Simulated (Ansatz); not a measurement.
Cr2N (anti-CdI2 type, P-3m1), PBE in the plane-wave PAW code Ansatz, all energies at zero smearing, with the estimated change up to a 700 eV cutoff added, with one set of potentials and settings (totals compare only within such a set). Cell of 3 atoms (1 N, 2 Cr): -7140.269 eV.

| element | reference phase | E (eV/atom) |
|---|---|---|
| N | Pa-3, 8 atoms in the cell | -384.0342 |
| Cr | Im-3m, 2 atoms in the cell, spin-polarised | -3377.7566 |

Formation energy per atom, worked out: (-7140.269 − 1×(-384.0342) − 2×(-3377.7566))/3 = -0.241 eV/atom (-23 kJ per mol of atoms), at 0 K, without zero-point energy or fitted corrections.

A made-up cell: these elements were put on the sites of a structure type; neither database checked (COD, Materials Project) lists it. COD files the formula under space group No. 162, so this cell is another polymorph or a model. Whether it is the stable phase at ambient conditions was not checked. The PBE relaxation kept the symmetry of its start; whether a distortion lowers the energy is not shown. The workflow began spin-polarised and lost its moments. The references are the lowest solids computed at this level, not always the standard phases (solids in place of the gases).

Potentials: the earlier of the program's two PAW sets.
